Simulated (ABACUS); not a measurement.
ABACUS run on InSe (P-6m2, 8 atoms in the cell; from Materials Project mp-1079260, changed as shown): self-consistent single point.

Level of theory: PBEsol, PseudoDojo 0.4 standard norm-conserving PBEsol (tails mended) pseudopotentials (plane waves; ABACUS).

The change in words: volume scaled by 0.98. Reference geometry (P-6m2):
```
InSe
1.0
    4.04733     0.00000     0.00000
   -2.02366     3.50509     0.00000
    0.00000     0.00000    18.05206
In Se
4 4
Direct
  0.00000   0.00000   0.57739
  0.00000   0.00000   0.42261
  0.33333   0.66667   0.92261
  0.33333   0.66667   0.07739
  0.66667   0.33333   0.85300
  0.66667   0.33333   0.14700
  0.33333   0.66667   0.64702
  0.33333   0.66667   0.35298
```

Reference input (self-consistent single point, DFT, PBEsol, plane waves, PseudoDojo 0.4 standard norm-conserving PBEsol (tails mended) pseudopotentials): KPT = MP 3 3 1 0 0 0; basis_type = pw; dft_functional = PBESOL; ecutwfc = 86 Ry; smearing_method = gaussian; smearing_sigma = 0.00146997 Ry; potentials = PseudoDojo 0.4 standard norm-conserving PBEsol (tails mended); symmetry = 1; ks_solver = dav; scf_nmax = 100; scf_thr = 1.0e-09 Ry; mixing_type = pulay. This run's input differs from it in these lines:

```diff
@@ -23,8 +23,8 @@
 LATTICE_CONSTANT
-7.648345
+7.597009
 
 LATTICE_VECTORS
-   1.0000000309    0.0000000000    0.0000000000
-  -0.5000000154    0.8660255300    0.0000000000
-   0.0000000000    0.0000000000    4.4602393571
+   0.9999999916    0.0000000000    0.0000000000
+  -0.4999999958    0.8660256076    0.0000000000
+   0.0000000000    0.0000000000    4.4602396442
```

Output, abridged:

```
 SELF-CONSISTENT
 -------------------------------------------

                                 init_chg = atomic

 PW ALGORITHM --------------- ION=   1  ELEC=   1--------------------------------

 Notice: Threshold on eigenvalues was too large.

 Density error is 0.279134540797
                          Error Threshold = 0.000239657776251
 E_KohnSham     -1499.4003607392     -20400.3884893084
 E_Fermi        0.4726067356         6.4301445168

 PW ALGORITHM --------------- ION=   1  ELEC=   2--------------------------------

 Density error is 0.112805760745
                          Error Threshold = 0.000240633224825
   [... lines left out ...]

 Density error is 1.40594204489e-09
                          Error Threshold = 3.32681696221e-12
 E_KohnSham     -1499.4825033916     -20401.5060974295
 E_Fermi        0.4854033506         6.6042513966

 PW ALGORITHM --------------- ION=   1  ELEC=  12--------------------------------

 Density error is 4.99532227017e-10
                          Error Threshold = 1.21201900422e-12
 E_KohnSham     -1499.4825033912     -20401.5060974241
 E_KS(sigma->0) -1499.4825033912     -20401.5060974241
 E_entropy(-TS) -0.0000000000        -0.0000000000
 E_Fermi        0.4854005159         6.6042128284
 charge density convergence is achieved
 final etot is -20401.506097 eV
 EFERMI = 6.6042128284 eV

 STATE ENERGY(eV) AND OCCUPATIONS    NSPIN == 1
   [... 67 lines left out ...]

 TOTAL-FORCE (eV/Angstrom)
                       In1        -0.0000131687         0.0000076030        -0.1374063481
                       In2        -0.0000131687         0.0000076030         0.1374063481
                       In3         0.0000191412        -0.0000110512         0.1411906854
                       In4         0.0000191412        -0.0000110512        -0.1411906854
                       Se1        -0.0000191966         0.0000110832        -0.1679540642
                       Se2        -0.0000191966         0.0000110832         0.1679540642
                       Se3         0.0000132241        -0.0000076349         0.1649527479
   [... lines left out ...]

 TOTAL-STRESS (KBAR)
        15.2689512625         0.0000579299         0.0000000000
         0.0000579299        15.2690107107         0.0000000000
         0.0000000000         0.0000000000         1.4006391473
 TOTAL-PRESSURE: 10.646200 KBAR

 --------------------------------------------
 !FINAL_ETOT_IS -20401.5060974241132499 eV
 --------------------------------------------
```

The run converged in 12 iterations. Against the reference run the free energy rises by 2.3 meV/atom, the pressure goes from 0.12 to 1.06 GPa and the largest force goes from 0.076 to 0.168 eV/Å.

The structure comes from a collection of computed structures, made at another level of theory; the collection holds predicted forms beside known ones.

Cost on one core: about 2.6 core-minutes (a rough figure).

“Tails mended”: in these copies of the files the far tail of each local potential was reset to the Coulomb form.
